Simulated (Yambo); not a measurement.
# Na2PdH4: sweep of GW parameters

G0W0@LDA for Na$_{2}$PdH$_{4}$ (space group I4/mmm, No. 139) in Yambo. Reference settings: 4×4×4 Γ-centred k mesh, bands 7 to 133 and a 7 Ry block in the screening, 133 bands in G with the Bruneval-Gonze terminator, plasmon pole fitted at 27.2 eV. The LDA gap Z → Z on this mesh is 2.09 eV; G0W0 gaps are taken between the same points.

```json
[
 {"change from the reference": "reference settings", "G0W0 gap Z → Z (eV)": "3.71", "shift of the valence edge (eV)": "-0.94"},
 {"change from the reference": "87 bands in W, 87 bands in G", "G0W0 gap Z → Z (eV)": "3.73", "shift of the valence edge (eV)": "-0.86"},
 {"change from the reference": "3 Ry block", "G0W0 gap Z → Z (eV)": "3.67", "shift of the valence edge (eV)": "-0.91"},
 {"change from the reference": "87 bands in G, no terminator", "G0W0 gap Z → Z (eV)": "3.52", "shift of the valence edge (eV)": "-0.65"}
]
```

The reference isn't shown to be the converged limit.

Spin-orbit splittings are left out.

Geometry of the Materials Project entry, not relaxed at this level; primitive cell a = b = c = 4.9422 Å, α = β = 115.51°, γ = 97.97°.

The structure is a Materials Project entry; no match was found in the copy of COD used, and its stability was not checked.

A shift is the quasiparticle energy of the state minus its LDA energy.
